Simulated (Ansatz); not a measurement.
CaO in the rocksalt structure at its r2SCAN geometry: many-body runs in Ansatz on a coarse mesh, with settings drawn wide and some wrong on purpose. No gap below is converged. No spin polarisation and no zero-point or thermal motion.

The first input:
```yaml
crystal:
  lattice:
    - [0.0, 2.3975501188, 2.3975501188]
    - [2.3975501188, 0.0, 2.3975501188]
    - [2.3975501188, 2.3975501188, 0.0]
  atoms:
    - { symbol: Ca, position: [0.0, 0.0, 0.0] }
    - { symbol: O, position: [0.5, 0.5, 0.5] }
kpoints:
  mp_grid: { grid: [4, 4, 4] }
hamiltonian:
  xc: pbe
scf:
  occupations: { method: fixed }
gw:
  n_empty_bands: 60
  ecut_chi: 80
  qp_bands: [v1, c1]
  qp_kpoints: band_edges
  screening: { model: contour_deformation }
  q_mesh: [1, 1, 1]
```

Task: How does it end?

Result: It runs. The PBE gap over the mesh, 3.65 eV, becomes 6.05 eV, with 68 bands summed and 59 plane waves in the screening. A single q point can't stand for the zone.
```
--- G₀W₀: contour deformation, 6 samples at zero and on the imaginary axis and 1 off it, 1 q-point, 60 empty bands' worth ---
    ik  band        ε_KS         Σx   Σc(E_QP)       V_xc       Z   E_QP_lin       E_QP  E_QP is
     0     8      7.7793   -29.3721     7.6574   -20.2152  0.7044     6.2201     6.2798  root
     0     9     12.5640    -5.8908    -5.8701   -12.1844  0.7555    12.9911    12.9874  root
     3     8      7.4813   -28.1064     7.0527   -19.7547  0.7097     6.1398     6.1823  root
     3     9     12.4939    -5.1626    -6.4148   -12.6723  0.7552    13.6158    13.5888  root
     6     8      7.4072   -28.2079     7.0440   -19.8329  0.7105     6.0313     6.0762  root
     6     9     11.4258    -4.6667    -6.2828   -11.8539  0.7568    12.3480    12.3301  root
```
The points are ik 0 = (0, 0, 0) (Γ), ik 3 = (0, 1/4, 1/4), ik 6 = (0, -1/2, -1/2); band 8 is the last filled one.

Task: And with these blocks in place of the first input's?
```yaml
gw:
  n_empty_bands: 30
  ecut_chi: 40
  qp_bands: [v1, c1]
  qp_kpoints: band_edges
  screening: { model: contour_deformation }
```

Result: It runs. The PBE gap over the mesh, 3.65 eV, becomes 5.67 eV, with 38 bands summed and 15 plane waves in the screening.
```
--- G₀W₀: contour deformation, 6 samples at zero and on the imaginary axis and 1 off it, 64 q-points, 30 empty bands' worth ---
    ik  band        ε_KS         Σx   Σc(E_QP)       V_xc       Z   E_QP_lin       E_QP  E_QP is
     0     8      7.7793   -25.5711     4.7156   -20.2152  0.7674     7.1332     7.1390  root
     0     9     12.5640    -7.5090    -4.1040   -12.1844  0.8328    13.1385    13.1354  root
     3     8      7.4813   -25.1414     4.6846   -19.7547  0.7665     6.7720     6.7792  root
     3     9     12.4939    -6.5321    -4.5109   -12.6723  0.8256    14.1564    14.1231  root
     4     8      6.9766   -24.5935     4.7145   -19.1501  0.7619     6.2394     6.2478  root
     4     9     13.1435    -7.6491    -4.4337   -13.7718  0.8177    14.8708    14.8324  root
     6     8      7.4072   -25.3135     4.7468   -19.8329  0.7658     6.6654     6.6734  root
     6     9     11.4258    -6.1890    -4.2777   -11.8539  0.8311    12.8341    12.8129  root
```
The points are ik 0 = (0, 0, 0) (Γ), ik 3 = (0, 1/4, 1/4), ik 4 = (0, 1/4, -1/2), ik 6 = (0, -1/2, -1/2); band 8 is the last filled one.

Task: And with these blocks in place of the first input's?
```yaml
gw:
  n_empty_bands: 2
  ecut_chi: 80
  qp_bands: [v1, c1]
  qp_kpoints: band_edges
  screening: { model: contour_deformation }
```

Result: It runs. The PBE gap over the mesh, 3.65 eV, becomes 7.52 eV, with 10 bands summed and 59 plane waves in the screening. An edge level is marked as doubtful.
```
--- G₀W₀: contour deformation, 5 samples at zero and on the imaginary axis and 1 off it, 64 q-points, 2 empty bands' worth ---
    ik  band        ε_KS         Σx   Σc(E_QP)       V_xc       Z   E_QP_lin       E_QP  E_QP is
     0     8      7.7793   -25.5711     4.5643   -20.2152  0.7322     6.9718     6.9877  root
     0     9     12.5640    -7.5090    -2.2100   -12.1844  0.8444    15.1523    15.0295  root ?
     3     8      7.4813   -25.1414     4.5642   -19.7547  0.7307     6.6410     6.6587  root
     3     9     12.4939    -6.5321    -2.6253   -12.6723  0.8515    16.3743    16.0088  root ?
     6     8      7.4072   -25.3135     4.6069   -19.8329  0.7291     6.5132     6.5335  root
     6     9     11.4258    -6.1890    -2.5836   -11.8539  0.8443    14.7353    14.5071  root ?
```
The points are ik 0 = (0, 0, 0) (Γ), ik 3 = (0, 1/4, 1/4), ik 6 = (0, -1/2, -1/2); band 8 is the last filled one.

Task: And with these blocks in place of the first input's?
```yaml
gw:
  n_empty_bands: 60
  ecut_chi: 80
  qp_bands: [v1, c1]
  qp_kpoints: band_edges
  screening: { model: godby_needs }
```

Result: It runs. The PBE gap over the mesh, 3.65 eV, becomes 5.65 eV, with 68 bands summed and 59 plane waves in the screening.
```
--- G₀W₀: ω_p = 28.2912 eV, 64 q-points, 60 empty bands' worth ---
    ik  band        ε_KS         Σx   Σc(E_QP)       V_xc       Z   E_QP_lin       E_QP  E_QP is
     0     8      7.7793   -25.5711     4.6041   -20.2152  0.7840     7.0220     7.0275  root
     0     9     12.5640    -7.5090    -4.0977   -12.1844  0.8475    13.1434    13.1418  root
     3     8      7.4813   -25.1414     4.5732   -19.7547  0.7836     6.6599     6.6678  root
     3     9     12.4939    -6.5321    -4.6530   -12.6723  0.8439    13.9891    13.9811  root
     6     8      7.4072   -25.3135     4.6356   -19.8329  0.7837     6.5543     6.5622  root
     6     9     11.4258    -6.1890    -4.4129   -11.8539  0.8464    12.6843    12.6778  root
```
The points are ik 0 = (0, 0, 0) (Γ), ik 3 = (0, 1/4, 1/4), ik 6 = (0, -1/2, -1/2); band 8 is the last filled one.
